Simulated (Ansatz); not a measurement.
YSi$_{2}$: computed property card

YSi2:
```
CELL_PARAMETERS angstrom
      0.00000     3.25220     3.25220
      3.25220     0.00000     3.25220
      3.25220     3.25220     0.00000
ATOMIC_POSITIONS crystal
  Y  0.00000 0.00000 0.00000
  Si 0.25000 0.25000 0.25000
  Si 0.75000 0.75000 0.75000
```

Space group Fm-3m (No. 225), fluorite; conventional cell a = 6.504 Å, b = 6.504 Å, c = 6.504 Å, α = 90.00°, β = 90.00°, γ = 90.00°.

Method: PBEsol in the plane-wave PAW code Ansatz. Geometry: relaxed at this level of theory. Other levels are named where they apply.

Cell and energy:

```
Quantity                                                           Result
-----------------------------------------------------  ------------------
Volume per atom                                                  22.93 Å³
Density                                                        3.50 g/cm³
Formation energy from the elements (no fitted shifts)  15 kJ/mol of atoms
```

Electronic structure:

```
Property                                                                     Value
------------------------------------  --------------------------------------------
Electronic character                                             metallic (no gap)
Density of states at the Fermi level  0.62 states/eV per atom (mean over ±0.08 eV)
```

Mechanics:

```
Property                                                                Value
-------------------------------------  --------------------------------------
Bulk modulus (Birch–Murnaghan fit)                                   61.0 GPa
Pressure derivative B′                                                    4.2
Elastic constants (relaxed ions, GPa)     C11 = 34.5, C12 = 74.0, C44 = -21.4
Mechanical stability                   unstable (C has a negative eigenvalue)
```

Phonons:

```
Property                                       Result
-----------------------------  ----------------------
Highest zone-centre frequency               267 cm^-1
Zone-centre stability          no imaginary mode at Γ
```

The cell is a constructed one: a structure type filled with these elements; neither database checked (COD, Materials Project) lists it. COD files the formula under space group No. 191, so this cell is another polymorph or a model. Whether it is the stable phase at ambient conditions was not checked. Symmetry was held in the PBEsol relaxation. The run is not spin-polarised. As this level gives no gap, shear constants depend on the k-mesh and smearing (Fermi–Dirac, 0.1 eV here). As this level gives no gap, phonon frequencies hold no LO–TO term and depend on the k-mesh and smearing (Fermi–Dirac, 0.1 eV here). The references are the lowest solids computed at this level, not always the standard phases. Scalar-relativistic: spin–orbit coupling is off unless named, which matters more the heavier the elements.

Potentials: the later of the program's two PAW sets.
